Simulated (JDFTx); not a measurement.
## Ru(0001) as an electrode

| Item | Value |
|---|---|
| surface | Ru(0001) |
| bulk | Ru, P6_3/mmc, lattice of mp-33 (not re-optimised) |
| slab | 4 atoms in 4 planes, 1x1, 6.3 Å between the outermost planes |
| in-plane cell | 2.708 × 2.708 Å, 6.35 Å² |
| cell height | 22.4 Å |
| sampling | 10×10×1 k mesh, Fermi smearing 0.01 Ha, no spin polarisation |

Computed with JDFTx (a modified build): PBE, GBRV ultrasoft potentials, plane waves to 20/100 Ha. Outer atoms relaxed in vacuum, keeping the start's symmetry. The same nuclei were then put into each liquid, at zero charge and at set potentials or charges. The surface is an ideal bare cut with both faces alike: no reconstruction, overlayer or explicit solvent molecules. The electron chemical potential μ is absolute (zero in the bulk liquid) and is turned into a potential by U = −μ/e − 4.44 V vs SHE, a convention. Convergence in thickness and k mesh wasn't tested for this slab.

In vacuum the work function is 5.01 eV, which would put the uncharged electrode at 0.57 V vs SHE if the liquid did nothing. Each liquid moves the Fermi level of the neutral slab, now counted from the bulk liquid: CANDLE, water, 1 M NaCl by 0.33 eV, to a potential of zero charge of 0.25 V; linear PCM (GLSSA13), water, 1 M NaCl by 0.29 eV, to a potential of zero charge of 0.28 V. The models of water differ by 0.04 V among themselves.

Charging:

| liquid | U − U_pzc (V) | σ (μC/cm²) | σ/(U − U_pzc) (μF/cm²) | Δγ (mJ/m²) |
|---|---|---|---|---|
| CANDLE, water | 0.15 | 2.2 | 14 | -2 |
| linear PCM (GLSSA13), water | -0.28 | -4.6 | 16 | -7 |
| linear PCM (GLSSA13), water | 0.32 | 6.1 | 19 | -9 |

The mean capacitance runs from 14 to 19 μF/cm². Δγ, the grand free energy per area against the neutral surface, is negative throughout, since charging at a held potential lowers it. The cavity function reaches one half at 3.3 Å (CANDLE, water), 2.7 Å (linear PCM (GLSSA13), water) above the top atoms; the models define their cavities differently. CANDLE's negatively charged runs are left out, as they depend on the cell height. No specific adsorption of ions or solvent is in these numbers.
